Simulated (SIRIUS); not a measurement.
## Checks by hand on Ag (Fm-3m, 1 atom in the cell; from Materials Project mp-124, lattice scaled a little)

```
Ag
1.0
    0.00000     2.01976     2.01976
    2.01976     0.00000     2.01976
    2.01976     2.01976     0.00000
Ag
1
Direct
  0.00000   0.00000   0.00000
```

Level of theory: PBE, PseudoDojo 0.5 standard norm-conserving PBE (tails mended) pseudopotentials (plane waves; SIRIUS).

Main settings: parameters.ngridk = 14 14 14; parameters.xc_functionals = [XC_GGA_X_PBE, XC_GGA_C_PBE]; parameters.gk_cutoff = 9.055 1/bohr; parameters.pw_cutoff = 18.111 1/bohr; parameters.smearing = gaussian; parameters.smearing_width = 0.00999582 Ha; potentials = PseudoDojo 0.5 standard norm-conserving PBE (tails mended) pseudopotentials; parameters.electronic_structure_method = pseudopotential.

The structure comes from a collection of computed structures, made at another level of theory; the collection holds predicted forms beside known ones. Its lattice was then scaled.

The cell holds 111.2 bohr³ and the plane-wave cutoff is 82.0 Ry.

Q: How many plane waves does a k-point need, and how does the count grow with the cutoff?

A: In Rydberg units |k + G|² ≤ E, a sphere of radius √82.0 = 9.055 bohr⁻¹. Each G takes (2π)³/V of reciprocal space, so N = V E^(3/2)/(6π²) = 111.2 × 742.5/59.218 = 1394. The program's largest count at a k-point is 1411; single k-points scatter about the estimate. The count grows as E^(3/2): 20 % more cutoff means 31 % more plane waves.

The cell was also run at V = 16.314 Å³ (F = -4218.24363 eV, P = 10.38 GPa) and V = 16.644 Å³ (F = -4218.26244 eV, P = 7.57 GPa), scaled uniformly; the base has V = 16.479 Å³, P = 8.93 GPa and F₀ = -4218.25376 eV.

Q: Check the pressure against the energies, and estimate the bulk modulus.

A: P = −dF/dV ≈ −(-0.01881 eV)/(0.330 Å³) = 0.05700 eV/Å³; times 160.218 GPa per eV/Å³ this is 9.13 GPa, against 8.93 GPa from the stress tensor. B = −V dP/dV ≈ −16.479 × (-2.81 GPa)/(0.330 Å³) = 140 GPa at this volume. The curvature of the energies, B = V (F₊ + F₋ − 2F₀)/(ΔV/2)², gives 141 GPa. Shape and fractional positions were held, which usually makes B too large where they are free.

“Tails mended”: in these copies of the files the far tail of each local potential was reset to the Coulomb form.
